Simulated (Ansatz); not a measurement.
HfC (rock salt, Fm-3m) at seven volumes, plane-wave PAW PBE (Ansatz code), scaled uniformly. One row is withheld.

```csv
V (Å³/atom),P (GPa)
11.446,26.49
11.823,?
12.201,7.54
12.578,0.00
12.955,-6.50
13.333,-12.11
13.710,-16.96
```

Question: Fit the shown pressures and predict the withheld one.

Answer: P = (3/2)B₀(x^(7/2) − x^(5/2))[1 + (3/4)(B′ − 4)(x − 1)] with x = (V₀/V)^(2/3). Least squares on the six rows gives V₀ = 12.578 Å³/atom, B₀ = 233 GPa, B′ = 3.94. At V = 11.823, x = 1.0421 and P = 16.29 GPa. The run itself gave 16.30 GPa.

The PBE relaxation kept the symmetry of its start. No spin polarisation was allowed. Scalar-relativistic: spin–orbit coupling is off unless named, which matters more the heavier the elements.

Potentials: the later of the program's two PAW sets.
